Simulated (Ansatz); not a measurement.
input.yaml (Ansatz)

```yaml
crystal:
  lattice:
    - [-1.6886927881, 1.6886927881, 1.6886927881]
    - [1.6886927881, -1.6886927881, 1.6886927881]
    - [1.6886927881, 1.6886927881, -1.6886927881]
  atoms:
    - { symbol: As, position: [0.0, 0.0, 0.0] }
hamiltonian:
  xc: lda
  pseudopotentials:
    kind: paw
    azcp:
      As: "pseudopotentials/As.paw.azcp"
basis:
  ecutwfc: 420
  fft_grid_basis: typed
kpoints:
  mp_grid: { grid: [15, 15, 15], shift: [0, 0, 0] }
magnetization:
  spin_polarized: false
scf:
  occupations: { method: fermi_dirac, width: 0.1 }
  lower_state_search: "off"
output:
  stress: true
  write_density: true
  write_potential: true
  elf: true
  volumetric_format: npy
```

Terminal output

```
Warning: the record states the generating functional pbe (its physics header spells it `PBE`), which answers neither for hamiltonian.xc's functional nor for the lda family's — results may be inconsistent (PPs are generated against a specific XC)
Engine: ansatz 0.2.0, aarch64-unknown-linux-gnu
Pseudopotentials: kind: paw
Pseudopotential: As, paw, valence charge 15, recommended cutoff 420 eV (normal) 
Functional definition: SPW92
  exchange = slater_x
  correlation = pw_c
Crystal: 1 atoms, lattice volume = 19.262 Å³
Basis set: ecut = 420 eV, 369 PW (Γ)
Bands: 12, of which v1, the nominal top of the filled ones, is band 8 counted from 1 (7 counted from 0)
Symmetry: 48 space group operations
Space group: Im-3m (ITA 229), of the structure as read, at distance tolerance 2.7e-5 Å
k-points: 120 of 3375
Non-local potential: As, projectors of the file, l = 0: 2, l = 1: 2, l = 2: 3, l = 3: 1
PAW form: soft (Blöchl's): semilocal exchange-correlation on the pseudo side does not see the compensation charge
PAW frozen core: As, regenerated for the run's functional, and the local potential with it (the file was generated under x = pbe(κ = 0.804, μ = 0.2195149727645171), c = pbe(β = 0.06672455060314922))
PAW one-centre angular grid: As, 590 points (default); XC on 64 Gauss nodes
Initial density: superposition of atomic densities (neutral atoms: chi_scale 0, normalization atom), corrected by the library's trained network
Initial wavefunctions: pseudopotential atomic-orbital guess
Functional: x = slater, c = lda
SCF iter   1: F=—  HF=-4773.260872 eV  |F-HF|=—  |Δ(HF+E_count)|=         —  Δρ=5.12e-3  dr2=3.35e-3  ethr=1.77e-3  ⟨swp⟩=5.1  Hψ=8509  notcnv=0
SCF iter   2: F=—  HF=-4773.259321 eV  |F-HF|=—  |Δ(HF+E_count)|=   1.55e-3  Δρ=1.96e-3  dr2=4.00e-4  ethr=2.24e-5  ⟨swp⟩=1.0  Hψ=2401  notcnv=0
SCF iter   3: F=—  HF=-4773.259123 eV  |F-HF|=—  |Δ(HF+E_count)|=   1.98e-4  Δρ=2.07e-4  dr2=4.51e-6  ethr=2.67e-6  ⟨swp⟩=2.3  Hψ=2289  notcnv=0
SCF iter   4: F=—  HF=-4773.259118 eV  |F-HF|=—  |Δ(HF+E_count)|=   4.95e-6  Δρ=1.22e-4  dr2=8.77e-7  ethr=3.00e-8  ⟨swp⟩=2.0  Hψ=2328  notcnv=0
SCF iter   5: F=—  HF=-4773.259118 eV  |F-HF|=—  |Δ(HF+E_count)|=   2.66e-7  Δρ=2.17e-5  dr2=1.14e-7  ethr=5.84e-9  ⟨swp⟩=2.0  Hψ=2327  notcnv=0
SCF iter   6: F=-4773.259118 eV  HF=-4773.259118 eV  |F-HF|=7.31e-9  |Δ(HF+E_count)|=   1.01e-7  Δρ=4.10e-6  dr2=4.00e-9  ethr=6.67e-10  ⟨swp⟩=8.2  Hψ=8597  notcnv=0
SCF 1 converged in 6 iterations: F = -4773.259118 eV  dr2 = 4.00e-9
SCF converged after 6 iterations
Free energy (F): -4773.259118 eV
Harris-Foulkes:  -4773.259118 eV  (|F-HF|=7.31e-9)
Internal energy: -4773.237880 eV  (E = F + TS)
E sigma→0 (E₀):  -4773.248499 eV
Entropy (-TS):   -0.021238 eV (-21.238 meV/atom)
Fermi energy:    11.912663 eV
--- Per-component energies (eV) ---
  E_band       = -213.841602
  E_kinetic    = 102.370676
  E_local      = -1470.033832  (includes V_loc(G=0)·N_el)
  E_nonlocal   = -665.799733
  E_hartree    = 835.241468
  E_xc         = -78.978026
  E_vxc        = -79.508313  (∫ρ·V_xc dr)
  E_paw        = -1752.558448  (= ΣΔE_a)
  E_vpaw       = 228.643481  (= ΣTr[D̂ρ^β])
  E_aug_tail   = 0.000011  (compensation charges beyond the density's cutoff)
  E_ewald      = -1745.555226
  E_core_change = 2.075230  (= ΣΔE_core)
  E_smearing   = -0.021238  (= −TS)
  E_closure    = -0.000000  (closes the sum)
  Σ components = -4773.259118   (vs F -4773.259118, Δ=0.00e0)
--- Stress (GPa, compression-positive) ---
       -6.208361      -0.000000      -0.000000
        0.000000      -6.208361       0.000000
        0.000000       0.000000      -6.208361
  P = ⅓ Tr σ = -6.2084 GPa (-62.084 kbar)
--- Band table (eV; the first three rows and the last of 120) ---
  k-point 0: bands = ["-24.3114", "-24.3114", "-24.3114", "-24.2796", "-24.2796", "-3.0307", "17.6463", "17.6463", "17.6463", "25.2583", "25.2583", "25.2583"]
  k-point 1: bands = ["-24.3118", "-24.3106", "-24.3091", "-24.2801", "-24.2797", "-2.9218", "16.9030", "17.3498", "17.5827", "24.6974", "24.8125", "25.7708"]
  k-point 2: bands = ["-24.3129", "-24.3084", "-24.3027", "-24.2814", "-24.2800", "-2.5963", "15.1560", "16.6484", "17.4007", "23.4984", "23.6752", "26.8717"]
  k-point 119: bands = ["-24.3118", "-24.3114", "-24.2639", "-24.2639", "-24.2638", "4.9249", "9.6789", "9.8052", "9.8052", "15.8097", "16.1420", "35.2340"]
```
